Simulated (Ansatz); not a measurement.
The relaxed structure here is a generated cell of ZrSe2: the first start was made by placing the elements on the sites of a structure type, and the end was not matched to a known phase here, so it may be hypothetical. Known forms of ZrSe2 include space group No. 164.

A relaxed structure of ZrSe₂. Method: PBEsol (plane waves to 420 eV, PAW, scalar-relativistic; Ansatz, a quantum-chemistry and plane-wave program).

```
CELL_PARAMETERS angstrom
      6.41982     0.00000     0.00000
      0.00000     6.41982     0.00000
      0.00000     0.00000     3.76626
ATOMIC_POSITIONS crystal
  Zr 0.00000 0.00000 0.00000
  Zr 0.50000 0.50000 0.50000
  Se 0.29905 0.29905 0.00000
  Se 0.79905 0.20095 0.50000
  Se 0.20095 0.79905 0.50000
  Se 0.70095 0.70095 0.00000
```

**Question.** Determine the symmetry and give the standard cell with its independent sites.

**Answer.** Space group P4₂/mnm (No. 136); a = b = 6.4198 Å, c = 3.7663 Å, α = β = γ = 90.00°

| atom | site | symmetry | x | y | z |
|---|---|---|---|---|---|
| Zr | 2a | m.mm | 0.0000 | 0.0000 | 0.0000 |
| Se | 4f | m.2m | 0.2991 | 0.2991 | 0.0000 |

This is the rutile type.

**Question.** Give the shortest distances between elements (the closest pairs, up to four, under 3.6 Å).

**Answer.** Se–Zr 2.62 Å.

```yaml
volume_per_atom: 25.87 Å³
band_gap: no gap on the sampled points, where the bands overlap only slightly; such a result is sensitive to mesh and level
```

No spin polarisation in the result.

The run could not lower the symmetry of its start; a shaken copy of this end point relaxes with PBEsol to Pnnm (No. 58), 0.02 eV/atom lower.
